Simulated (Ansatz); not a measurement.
Problem. Each is relaxed and computed with DFT-PBEsol in the program Ansatz with PAW potentials. Which is the only metal?
(A) FeBiO3, R3m (Fe on 3a, Bi on 3a, O on 9b)
(B) Mg3ZnO4, P4/mmm (Pearson symbol tP8)
(C) FeSi2, P4/mmm (Fe on 1a, Si on 2h)
(D) SiC, P6_422 (Si on 3c, C on 3d)

Solution. C, FeSi2, P4/mmm (Fe on 1a, Si on 2h). FeSi2: metal; Mg3ZnO4: gap 2.57 eV (indirect); SiC: gap 0.77 eV (indirect); FeBiO3: gap 0.55 eV (direct). Spin orders computed, not proven ground states: FeBiO3, R3m (Fe on 3a, Bi on 3a, O on 9b) antiferromagnetic. Typed or built starts, not in the databases checked: SiC, P6_422 (Si on 3c, C on 3d). Not the usual ambient phase: SiC, P6_422 (Si on 3c, C on 3d); FeBiO3, R3m (Fe on 3a, Bi on 3a, O on 9b). Standing as an ambient phase not checked: FeSi2, P4/mmm (Fe on 1a, Si on 2h); Mg3ZnO4, P4/mmm (Pearson symbol tP8). Perhaps ordered models of mixed-site phases: Mg3ZnO4, P4/mmm (Pearson symbol tP8). All cells were relaxed under the symmetry of their starts (and spin orders); stability against distortions was not tested throughout. Cells of antiferromagnets are given as chemical subcells. Rows with no word on spin ran without spin polarisation. No Hubbard U is applied. Spin–orbit coupling is left out wherever it is not named.

Potentials: the later of the program's two PAW sets.
